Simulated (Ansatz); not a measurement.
Ansatz input

```yaml
crystal:
  lattice:
    - [4.0165977005, 0.0, 0.0]
    - [0.0, 4.0165977005, 0.0]
    - [0.0, 0.0, 4.0165977005]
  atoms:
    - { symbol: Ba, position: [0.0, 0.0, 0.0] }
hamiltonian:
  xc: blyp
  pseudopotentials:
    kind: paw
    azcp:
      Ba: "pseudopotentials/Ba.paw.azcp"
basis:
  ecutwfc: 420
  fft_grid_basis: typed
kpoints:
  mp_grid: { grid: [9, 9, 9], shift: [0, 0, 0] }
magnetization:
  spin_polarized: false
scf:
  occupations: { method: fermi_dirac, width: 0.1 }
  lower_state_search: "off"
output:
  stress: true
  write_density: true
  write_potential: true
  elf: true
  volumetric_format: npy
```

Output

```
Engine: ansatz 0.2.0, aarch64-unknown-linux-gnu
Pseudopotentials: kind: paw
Pseudopotential: Ba, paw, valence charge 10, recommended cutoff 420 eV (normal) 
Functional definition: BLYP
  parameter beta = 0.0042
  parameter a = 0.04918
  parameter b = 0.132
  parameter c = 0.2533
  parameter d = 0.349
  exchange = b88_x(beta = beta)
  correlation = lyp_c(a = a, b = b, c = c, d = d)
Crystal: 1 atoms, lattice volume = 64.800 Å³
Basis set: ecut = 420 eV, 1309 PW (Γ), exchange–correlation on 54×54×54 points (8 copies of the dense FFT grid, shifted against one another)
Bands: 9, of which v1, the nominal top of the filled ones, is band 5 counted from 1 (4 counted from 0)
Symmetry: 48 space group operations
Space group: Pm-3m (ITA 221), of the structure as read, at distance tolerance 4.0e-5 Å
k-points: 35 of 729
Non-local potential: Ba, projectors of the file, l = 0: 3, l = 1: 2, l = 2: 2, l = 3: 2
PAW form: soft (Blöchl's): semilocal exchange-correlation on the pseudo side does not see the compensation charge
PAW frozen core: Ba, regenerated for the run's functional, and the local potential with it (the file was generated under x = pbe(κ = 0.804, μ = 0.2195149727645171), c = pbe(β = 0.06672455060314922))
PAW one-centre angular grid: Ba, 194 points (default); XC on 64 Gauss nodes
Initial density: superposition of atomic densities (neutral atoms: chi_scale 0, normalization atom), corrected by the library's trained network
Initial wavefunctions: pseudopotential atomic-orbital guess
Functional: x = b88, c = lyp
SCF iter   1: F=—  HF=-5968.012339 eV  |F-HF|=—  |Δ(HF+E_count)|=         —  Δρ=1.43e-3  dr2=1.09e-3  ethr=1.77e-3  ⟨swp⟩=7.7  Hψ=3124  notcnv=0
SCF iter   2: F=—  HF=-5968.012566 eV  |F-HF|=—  |Δ(HF+E_count)|=   2.27e-4  Δρ=7.63e-4  dr2=3.22e-4  ethr=1.09e-5  ⟨swp⟩=2.1  Hψ=736  notcnv=0
SCF iter   3: F=—  HF=-5968.012798 eV  |F-HF|=—  |Δ(HF+E_count)|=   2.32e-4  Δρ=1.36e-4  dr2=1.48e-5  ethr=3.22e-6  ⟨swp⟩=2.7  Hψ=546  notcnv=0
SCF iter   4: F=—  HF=-5968.012809 eV  |F-HF|=—  |Δ(HF+E_count)|=   1.15e-5  Δρ=3.26e-5  dr2=8.51e-7  ethr=1.48e-7  ⟨swp⟩=2.0  Hψ=500  notcnv=0
iter 5 did not close the SCF: its close was put off for the readings that it lacked (scf_convergence_deferred on its scf_iter line)
SCF iter   5: F=-5968.012811 eV  HF=-5968.012811 eV  |F-HF|=1.01e-7  |Δ(HF+E_count)|=   1.42e-6  Δρ=6.42e-6  dr2=3.88e-8  ethr=8.51e-9  ⟨swp⟩=2.1  Hψ=509  notcnv=0
SCF iter   6: F=-5968.012811 eV  HF=-5968.012811 eV  |F-HF|=2.80e-9  |Δ(HF+E_count)|=   1.46e-7  Δρ=1.01e-6  dr2=9.97e-10  ethr=3.88e-10  ⟨swp⟩=6.5  Hψ=2105  notcnv=0
SCF 1 converged in 6 iterations: F = -5968.012811 eV  dr2 = 9.97e-10
SCF converged after 6 iterations
Free energy (F): -5968.012811 eV
Harris-Foulkes:  -5968.012811 eV  (|F-HF|=2.80e-9)
Internal energy: -5967.968530 eV  (E = F + TS)
E sigma→0 (E₀):  -5967.990670 eV
Entropy (-TS):   -0.044281 eV (-44.281 meV/atom)
Fermi energy:    6.015573 eV
--- Per-component energies (eV) ---
  E_band       = -86.101179
  E_kinetic    = 166.557510
  E_local      = -400.787571  (includes V_loc(G=0)·N_el)
  E_nonlocal   = 57.620104
  E_hartree    = 128.464995
  E_xc         = -163.797844
  E_vxc        = -130.132908  (∫ρ·V_xc dr)
  E_paw        = -5247.515523  (= ΣΔE_a)
  E_vpaw       = -36.288137  (= ΣTr[D̂ρ^β])
  E_aug_tail   = -0.000002  (compensation charges beyond the density's cutoff)
  E_ewald      = -508.590614
  E_core_change = 0.080414  (= ΣΔE_core)
  E_smearing   = -0.044281  (= −TS)
  E_closure    = 0.000000  (closes the sum)
  Σ components = -5968.012811   (vs F -5968.012811, Δ=0.00e0)
--- Stress (GPa, compression-positive) ---
        0.301395       0.000000       0.000000
        0.000000       0.301395       0.000000
        0.000000       0.000000       0.301395
  P = ⅓ Tr σ = 0.3014 GPa (3.014 kbar)
--- Band table (eV; the first three rows and the last of 35) ---
  k-point 0: bands = ["-23.2944", "-8.1499", "-8.1499", "-8.1499", "3.5080", "6.0431", "6.0431", "10.4741", "10.4741"]
  k-point 1: bands = ["-23.2889", "-8.2271", "-8.1433", "-8.1433", "3.6816", "6.0948", "6.2162", "10.0155", "10.0155"]
  k-point 2: bands = ["-23.2746", "-8.4154", "-8.1265", "-8.1265", "4.1297", "6.2346", "6.6549", "9.3146", "9.3146"]
  k-point 34: bands = ["-23.1577", "-8.5867", "-8.5842", "-8.5842", "5.9508", "6.0700", "6.0700", "9.6860", "10.8089"]
```
